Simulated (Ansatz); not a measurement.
Input:

KCl (rock salt) is sheared across one {110} plane: the third cell vector gains the shift, so faults repeat every 6.7 Å. The cut lies between planes 2.22 Å apart; the cell height is held.

```yaml
crystal:
  lattice:
    - [4.44934, 0.00000, 0.00000]
    - [0.00000, 6.29231, 0.00000]
    - [2.22467, 3.14616, 6.67400]
  atoms:
    - { symbol: Cl, position: [0.00000, 0.00000, 0.83333] }
    - { symbol: Cl, position: [0.33333, 0.33333, 0.16667] }
    - { symbol: Cl, position: [0.66667, 0.66667, 0.50000] }
    - { symbol: K, position: [0.00000, 0.50000, 0.83333] }
    - { symbol: K, position: [0.33333, 0.83333, 0.16667] }
    - { symbol: K, position: [0.66667, 0.16667, 0.50000] }
```

In-plane vectors a = (4.449, 0.000) Å, b = (0.000, 6.292) Å, area 28.00 Å². The shift is s times the vector b (length 6.292 Å), so s = 1 restores the start. Atoms relax along the normal only. γ = [E(shift) − E(0)] / area.

Method: r2SCAN (plane waves to 500 eV, PAW, scalar-relativistic; Ansatz, a program for electronic structure). k mesh 7×7×7 (Γ-centred), Fermi-Dirac smearing 0.05 eV. Energies are extrapolated to zero smearing. Faults lie only 6.7 Å apart, and holding the cell height raises γ above its relaxed value. KCl was relaxed with its symmetry unable to fall. γ is measured from zero shift.

The scan covers s from 0.000 to 0.917 in 12 points.

**Question.** Does γ have a local minimum between the ends of the line, and at which s?

**Answer.** No computed point is one.

**Question.** At which s is γ highest?

**Answer.** s = 0.500.

**Question.** What is the highest γ among twelve even steps of s?

**Answer.** 1060 mJ/m².

(The slope of γ gives the shear force per area between the displaced halves; near zero shift its curvature is an elastic stiffness.)
